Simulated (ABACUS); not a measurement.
Band structure of Mg4Te3S (Pmm2, 8 atoms in the cell; from Materials Project mp-1222100, lattice scaled a little).

```yaml
crystal:
  lattice:
    - [4.36645, 0.00000, 0.00000]
    - [0.00000, 8.79698, 0.00000]
    - [0.00000, 0.00000, 6.12221]
  atoms:
    - { symbol: Mg, position: [0.00000, 0.27420, 0.98146] }
    - { symbol: Mg, position: [0.00000, 0.72580, 0.98146] }
    - { symbol: Mg, position: [0.50000, 0.00000, 0.49162] }
    - { symbol: Mg, position: [0.50000, 0.50000, 0.54006] }
    - { symbol: Te, position: [0.50000, 0.26155, 0.25040] }
    - { symbol: Te, position: [0.50000, 0.73845, 0.25040] }
    - { symbol: Te, position: [0.00000, 0.00000, 0.75735] }
    - { symbol: S, position: [0.00000, 0.50000, 0.74725] }
```

Method: PBEsol, PseudoDojo 0.4 standard norm-conserving PBEsol (tails mended) pseudopotentials (plane waves; ABACUS).

Settings: KPT = Gamma 3 2 2 0 0 0; basis_type = pw; ecutwfc = 84 Ry; smearing_method = fixed; potentials = PseudoDojo 0.4 standard norm-conserving PBEsol (tails mended); symmetry = 1; symmetry_prec = 1e-05; nbands = 53; ks_solver = dav; scf_nmax = 100; scf_thr = 1.0e-09 Ry; mixing_type = broyden; mixing_beta = 0.7.

Spin-orbit coupling is left out, which matters for bands and gaps with elements this heavy. The structure comes from a collection of computed structures, made at another level of theory; the collection holds predicted forms beside known ones. Its lattice was then scaled.

Task: Predict the gap along the standard path and the places of the band edges.

Result: The gap along the path is 1.83 eV, from Z to Γ; the smallest direct gap on it is 1.91 eV.

Points are given in units of this cell's reciprocal vectors. Levels in eV from the top of the valence band on the path, bands 44 to 51:
```csv
point,44,45,46,47,48,49,50,51
Γ (0 0 0),-0.43,-0.41,-0.31,-0.08,1.83,2.70,3.43,4.24
X (-0.5 0 0),-1.48,-1.45,-1.05,-0.48,2.25,2.59,3.48,3.57
S (-0.5 0 -0.5),-1.24,-0.80,-0.78,-0.44,2.89,3.42,4.29,4.30
Y (0 0 -0.5),-0.72,-0.62,-0.57,-0.39,2.84,3.53,3.62,3.97
Z (0 -0.5 0),-1.02,-0.63,-0.47,0.00,2.71,3.19,3.73,3.82
U (-0.5 -0.5 0),-1.53,-1.48,-1.33,-1.07,3.18,3.27,3.63,3.68
R (-0.5 -0.5 -0.5),-1.55,-1.36,-1.05,-0.86,4.11,4.21,4.26,4.27
T (0 -0.5 -0.5),-0.61,-0.58,-0.53,-0.52,3.25,3.80,3.98,4.26
```

“Tails mended”: in these copies of the files the far tail of each local potential was reset to the Coulomb form.
